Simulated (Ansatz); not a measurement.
Relaxed-ion elastic tensor of Zn2SeS in space group R3m (No. 160; Zn on 3a, Zn on 3a, Se on 3a, S on 3a) in GPa (Voigt order), plane-wave PAW r²SCAN (Ansatz code); density 4.75 g/cm³, 21.12 Å³ per atom.

```json
[
 {"": "1", "1": "123", "2": "49.0", "3": "41.1", "4": "-11.9", "5": "0.0", "6": "0.0"},
 {"": "2", "1": "49.0", "2": "123", "3": "41.1", "4": "11.9", "5": "0.0", "6": "0.0"},
 {"": "3", "1": "41.1", "2": "41.1", "3": "133", "4": "0.0", "5": "0.0", "6": "0.0"},
 {"": "4", "1": "-11.9", "2": "11.9", "3": "0.0", "4": "28.3", "5": "0.0", "6": "0.0"},
 {"": "5", "1": "0.0", "2": "0.0", "3": "0.0", "4": "0.0", "5": "28.3", "6": "-11.9"},
 {"": "6", "1": "0.0", "2": "0.0", "3": "0.0", "4": "0.0", "5": "-11.9", "6": "37.0"}
]
```

**Question.** Is the crystal mechanically stable?

**Answer.** Yes: the smallest eigenvalue of C is 20.0 GPa.

**Question.** Work out the Voigt, Reuss and Hill averages.

**Answer.** K_V = 71.2, K_R = 71.2, K_H = 71.2; G_V = 35.2, G_R = 30.1, G_H = 32.7 GPa.

**Question.** Give Young's modulus, Poisson's ratio, Pugh's ratio and the universal anisotropy index.

**Answer.** E = 9KG/(3K + G) = 85.0 GPa; ν = 0.30; K/G = 2.18 (ductile by the Pugh limit of 1.75); A_U = 5G_V/G_R + K_V/K_R − 6 = 0.85.

**Question.** Estimate the sound speeds and the Debye temperature.

**Answer.** v_l = √((K + 4G/3)/ρ) = 4910 m/s, v_t = √(G/ρ) = 2620 m/s, mean 2930 m/s; Θ = (h/k)(3n/4πV)^(1/3) v_m = 315 K.

**Question.** How much does each axis shrink under pressure?

**Answer.** Linear compressibilities β_i = Σ_j S_ij (j = 1 to 3): x 4.7, y 4.7, z 4.6 per TPa.

The first step of the workflow began from a Materials Project structure, measured or hypothetical; the Crystallography Open Database copy checked does not list it. Whether it is the stable phase at ambient conditions was not checked. Symmetry was held in the r²SCAN relaxation; whether a distortion lowers the energy is not shown.

Potentials: the later of the program's two PAW sets.
